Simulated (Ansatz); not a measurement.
Here is an unrelaxed guess for Cd₂TeI₂.

```xyz
5
Lattice="5.0320 0.0000 0.0000 0.0000 5.0320 0.0000 0.0000 0.0000 7.8248" Properties=species:S:1:pos:R:3 pbc="T T T"
Cd    2.5160    2.5160    0.0000
Cd    2.5160    2.5160    3.9124
Te    0.0000    0.0000    0.0000
I     0.0000    0.0000    2.7627
I     0.0000    0.0000    5.0621
```

These are results of DFT PBE, scalar-relativistic, plane waves, PAW (Ansatz 0.2.0), not measurements. Plane waves to 420 eV, a k mesh through Γ of 4×4×2 on the computed 5-atom cell and Gaussian smearing (0.10 eV); no spin polarisation.

The zero of energy is the elements' standard structures at the same level; no fitted shifts are applied.

Task: What does a single point on this coarse mesh give?

Result: The pressure is 8.6 GPa (the mean over three directions, positive in compression), the largest force is 10.10 eV/Å, and the energy is +0.77 eV/atom against the elements. The shortest distance is 2.30 Å.

Task: How much does it gain on relaxing, and where does it end?

Result: Relaxing gains about 0.88 eV/atom (the start's value is from the coarse mesh, so the gain is rough) in 36 ionic steps and ends at −0.10 eV/atom on the finer mesh. The symmetry stays P4/mmm (No. 123). The volume per atom grows by 7.0 %, from 39.6 to 42.4 Å³. The shortest distance goes from 2.30 Å (I–I) to 2.84 Å (Cd–Te). The ratio c/a of the conventional cell changes by a factor of 2.11. Conventional cell: a = 4.016 Å, c = 13.147 Å. Cd on its first site is surrounded by 4 Te at 2.84 Å; Te is surrounded by 4 Cd at 2.84 Å; around I lie 4 Cd at 3.37 Å, 1 I at 3.64 Å and 4 I at 4.02 Å; 1 more site not described.

The last run used a 10×10×4 mesh (in the run's order of axes) for its 5-atom cell and Gaussian smearing of 0.10 eV. Weakly bound directions are ill-defined at this level, which has no dispersion term. These runs have no spin–orbit coupling, which can matter for I and Te. The reference forms of I and Te are held partly by dispersion forces, which this level lacks. The relaxation can't lower the symmetry of the start. Symmetry constrained the relaxation, so the result can be a saddle point.
